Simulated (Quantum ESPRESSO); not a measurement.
```xyz
2
Lattice="0.0000 3.0908 3.0908 3.0908 0.0000 3.0908 3.0908 3.0908 0.0000" Properties=species:S:1:pos:R:3 pbc="T T T"
Se     3.0908     3.0908     3.0908
Pb     0.0000     0.0000     0.0000
```

The geometry is that of Materials Project entry mp-2201, symmetrised and not relaxed again.

**Question.** What does norm-conserving PBEsol (Quantum ESPRESSO, 86 Ry, scalar-relativistic) give for the electronic structure near the Fermi level?

**Answer.** The PBEsol gap is direct, 0.30 eV at L. Spin-orbit coupling is left out; with 6p states at a band edge it can lower the gap by many tenths of an eV, most of a small gap. So small a PBEsol gap in heavy elements may be inverted, where one-shot corrections to single bands mislead.
